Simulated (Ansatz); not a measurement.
**Structures of Sr3Re: which is lowest?**

Plane-wave DFT in Ansatz with scalar-relativistic PAW potentials, cutoff 420 eV, Γ-centred meshes chosen by cell and gap, Gaussian smearing with energies taken to zero width. Every cell was relaxed (cell and atoms) in a run of its own, within the symmetry of its start. Functional: PBE.

Relaxed structures (starts from databases or built by putting these elements on another compound's sites):
A. Pm-3m, 4 atoms in the computed cell, a = 5.062 Å; sites (symmetry × multiplicity) Sr 4/mm.m × 3, Re m-3m × 1; start: built
B. P6_3/mmc, 8 atoms in the computed cell, a = 7.550 Å, c = 5.371 Å; sites (symmetry × multiplicity) Sr mm2 × 6, Re -6m2 × 2; start: built

Q: Rank them by energy. Could pressure change the order?

A:
| structure | group | E − E(lowest) (meV/atom) | V (Å³/atom) | gap on mesh (eV) |
| --- | --- | --- | --- | --- |
| B | P6_3/mmc | 0.0 | 33.14 | 0.00 |
| A | Pm-3m | 69 | 32.42 | 0.00 |

B is lowest, 69 meV/atom under A. The two lowest differ in volume by under 3 %, too little for a first-order estimate of what pressure does to that pair (other pairs aren't weighed here); with rigid cells even 3 % in favour of the higher one would need about 11 GPa. Other structures may lie lower than all of these, and vibrations aren't counted.

Spin-orbit coupling is left out, which matters for the bands of heavy elements.